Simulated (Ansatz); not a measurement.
Given:

MgS:
```cif
data_Mg4S4
_chemical_formula_sum 'S4 Mg4'
_space_group_name_H-M_alt 'Fm-3m'
_space_group_IT_number 225
_space_group_name_Hall '-F 4 2 3'
_cell_length_a 5.20313
_cell_length_b 5.20313
_cell_length_c 5.20313
_cell_angle_alpha 90.000
_cell_angle_beta 90.000
_cell_angle_gamma 90.000
loop_
_atom_site_label
_atom_site_type_symbol
_atom_site_symmetry_multiplicity
_atom_site_Wyckoff_symbol
_atom_site_fract_x
_atom_site_fract_y
_atom_site_fract_z
_atom_site_occupancy
S1 S 4 a 0.00000 0.00000 0.00000 1
Mg1 Mg 4 b 0.50000 0.50000 0.50000 1
```
(The calculation used a cell of 2 atoms; values per cell refer to that cell.)

This is the r²SCAN-relaxed structure.

Task: All from plane-wave PAW r²SCAN (Ansatz code), unless another level is named. Give the Debye temperature from the elastic constants.

Result: 588 K.

Task: What about the highest zone-centre frequency (without LO–TO term)?

Result: 237 cm^-1.

Task: Next, the vibrational entropy at 300 K?

Result: 25.1 J/(K·mol of atoms).

The r²SCAN relaxation kept the symmetry of its start; phonons on a q-mesh show no instability.

Potentials: the later of the program's two PAW sets.
